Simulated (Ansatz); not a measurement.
Ga2O3 (corundum)

```
Ga2O3
1.0
    2.49227     1.43891     4.48034
   -2.49227     1.43891     4.48034
    0.00000    -2.87783     4.48034
Ga O
4 6
Direct
  0.35541   0.35541   0.35541
  0.14459   0.14459   0.14459
  0.64459   0.64459   0.64459
  0.85541   0.85541   0.85541
  0.55361   0.94639   0.25000
  0.25000   0.55361   0.94639
  0.94639   0.25000   0.55361
  0.44639   0.05361   0.75000
  0.75000   0.44639   0.05361
  0.05361   0.75000   0.44639
```

This relaxed cell (volume V₀) is scaled evenly in all directions, its shape held. The atoms relax within the cell's symmetry.

All values below come from r2SCAN (plane waves to 500 eV, PAW, scalar-relativistic; Ansatz, an electronic-structure program). k mesh 8×8×8 (Γ-centred), Fermi-Dirac smearing 0.05 eV. E stands for the smeared free energy. Ga2O3 was relaxed with its symmetry unable to fall. The PAW data are Ansatz's earlier set. ΔE is measured from the relaxed starting cell.

Task: Estimate the ΔE (kJ/mol of atoms) for V/V₀ = 0.940, 0.970, 0.985, 1.015, 1.030.

Result: 
```
V/V₀   ΔE (kJ/mol of atoms)
-----  --------------------
0.940                  2.75
0.970                  0.65
0.985                  0.16
1.015                  0.15
1.030                  0.58
```

(Under strain, the slope of the energy per volume gives the stress and its curvature an elastic modulus.)
